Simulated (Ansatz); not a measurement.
Ag$_{2}$S in space group Cmce (No. 64; Ag on 8f, S on 4a), PBE in the plane-wave PAW code Ansatz, all energies at zero smearing, with the estimated change up to a 700 eV cutoff added, with one set of potentials and settings (totals compare only within such a set). Cell of 6 atoms (4 Ag, 2 S): -32166.181 eV.

```
element             reference phase  E (eV/atom)
-------  --------------------------  -----------
Ag        R-3m, 3 atoms in the cell   -7590.5531
S        Fddd, 32 atoms in the cell    -902.0599
```

Formation energy per atom, worked out: (-32166.181 − 4×(-7590.5531) − 2×(-902.0599))/6 = 0.025 eV/atom (2 kJ per mol of atoms), at 0 K, without zero-point energy or fitted corrections.

The first step of the workflow began from a Materials Project structure, measured or hypothetical; the Crystallography Open Database copy checked does not list it. COD files the formula under space group No. 4, 14, so this cell is another polymorph or a model. Its standing as an ambient phase is unchecked. Symmetry was held in the PBE relaxation; its stability against distortions is not shown here. The run is not spin-polarised. The references are the lowest solids computed at this level, not always the standard phases.

Potentials: the later of the program's two PAW sets.
